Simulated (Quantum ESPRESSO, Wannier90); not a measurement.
# Wannierisation of Ba(MgP)2 (P-3m1)

```
Ba(MgP)2
1.0
    4.37428     0.00000     0.00000
   -2.18714     3.78824     0.00000
    0.00000     0.00000     7.62669
Ba Mg P
1 2 2
Direct
  0.00000   0.00000   0.00000
  0.66667   0.33333   0.37814
  0.33333   0.66667   0.62186
  0.66667   0.33333   0.72125
  0.33333   0.66667   0.27875
```

Materials Project entry mp-8278; symmetrised, unrelaxed at this level. Not found in the COD (Crystallography Open Database) copy used; not checked further. Computed values, not measurements, from PBEsol: Quantum ESPRESSO (norm-conserving PseudoDojo potentials, cutoff 68 Ry, no spin polarisation, no spin-orbit coupling) on a Γ-centred 4×4×4 mesh, then Wannier90. Density: 12×12×4 mesh, Gaussian smearing 0.01 Ry. Spin-orbit coupling is left out although heavy elements are present.

Functional, cutoff and mesh named above are those of the base row (4×4×4); the first column says what each row takes instead. Model: 8 functions from bands 13-20, start SCDM (isolated) (the valence bands). Energies are relative to the valence-band maximum; the misfit is to pw.x on a path, for all bands of the set. Only the mesh of Bloch states changes. Ω_total can sit in another minimum from row to row; Ω_I of an isolated set cannot.

Problem. Among the meshes 2×2×2, 4×4×4, 5×5×5, which is the coarsest that interpolates to 20 meV rms?

Solution. 5×5×5.

```csv
mesh,Ω_I (Å²),Ω_total (Å²),rms misfit (meV),k-points (cost),rough cost of nscf and overlaps (first row = 1)
2×2×2,12.44,14.81,183,8,1.0
4×4×4,16.55,19.24,24,64,8
5×5×5,17.39,20.07,17,125,–
```

Ω_I still rises with the mesh: the finite-difference spreads converge slowly and from below.
